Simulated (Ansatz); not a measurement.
**Ag: generalised stacking fault**

Method: Ansatz 0.2.0, DFT PBEsol, scalar-relativistic, plane waves, PAW. The runs took a 420 eV cutoff, a Γ-centred 18×18×4 mesh and Gaussian smearing (0.15 eV). No spin polarisation. Energies are free energies at this smearing, counted from the undisturbed cell; pressure is positive in compression.

Zero of the scan (as given, not relaxed at this level; it stands at -2.6 GPa):

```
Ag
1.0
     2.04310   -2.04310    0.00000
     2.04310    0.00000   -2.04310
     8.17240    8.17240    8.17240
Ag
6
Direct
  0.66667 0.66667 0.08332
  0.00000 0.00000 0.91665
  0.33333 0.33333 0.24998
  0.66667 0.66667 0.58332
  0.00000 0.00000 0.41665
  0.33333 0.33333 0.74998
```

The cut lies on the cell's a–b face, a (1 1 1) plane (indices in the standard cell, whose axes needn't be the Cartesian ones shown) of area 7.23 Å², between layers 2.36 Å apart. Vector c is tilted by f times 1·a + 1·b (length 5.005 Å) with the atoms' Cartesian places fixed: one unrelaxed fault a cell. The cell is metallic on the mesh throughout.

```
     f  γ (mJ/m²) shear traction, the slope of γ along the slip (GPa)
0.0000          0                                                  0.0
0.0833        132                                                  6.8
0.1667        569                                                 13.4
0.2500       1136                                                 11.9
0.3333       1407                                                 -0.1
0.4167       1133                                                -11.8
0.5000        574                                                -13.1
0.5833        151                                                 -6.6
0.6667         25                                                  0.0
0.7500         83                                                  1.9
0.8333        126                                                 -0.2
0.9167         64                                                 -2.3
```